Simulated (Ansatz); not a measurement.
Data:

LiTaO3:
```yaml
crystal:
  lattice:
    - [2.56942, 1.48345, 4.58867]
    - [-2.56942, 1.48345, 4.58867]
    - [0.00000, -2.96691, 4.58867]
  atoms:
    - { symbol: Li, position: [0.28213, 0.28213, 0.28213] }
    - { symbol: Li, position: [0.78213, 0.78213, 0.78213] }
    - { symbol: Ta, position: [0.99905, 0.99905, 0.99905] }
    - { symbol: Ta, position: [0.49905, 0.49905, 0.49905] }
    - { symbol: O, position: [0.61726, 0.22519, 0.86456] }
    - { symbol: O, position: [0.22519, 0.86456, 0.61726] }
    - { symbol: O, position: [0.86456, 0.61726, 0.22519] }
    - { symbol: O, position: [0.11726, 0.36456, 0.72519] }
    - { symbol: O, position: [0.72519, 0.11726, 0.36456] }
    - { symbol: O, position: [0.36456, 0.72519, 0.11726] }
```

This is the PBEsol-relaxed structure. Cartesian axes are those of the cell as given.

Question: All from PBEsol in the plane-wave PAW code Ansatz, unless another level is named. Give the bulk modulus (Birch–Murnaghan fit).

Answer: 122 GPa.

Question: Give the elastic constants (relaxed ions, GPa).

Answer: C11 = 231, C12 = 50.2, C13 = 82.8, C14 = -10.2, C33 = 273, C44 = 94.0.

Question: Predict the piezoelectric stress constants (proper, relaxed ions, C/m²).

Answer: e15 = e24 = 2.72, e16 = e21 = -2.03, e22 = 2.03, e31 = e32 = -0.13, e33 = 1.58.

Space group R3c. The cell was relaxed with PBEsol under the symmetry of its start. No spin polarisation was allowed. Signs of piezoelectric constants follow the polarity of the cell as given. Spin–orbit coupling is left out wherever it is not named.

Potentials: the earlier of the program's two PAW sets. The files were generated under PBE; for other functionals the program regenerates the frozen cores, and for LDA and PBEsol the local potential too.
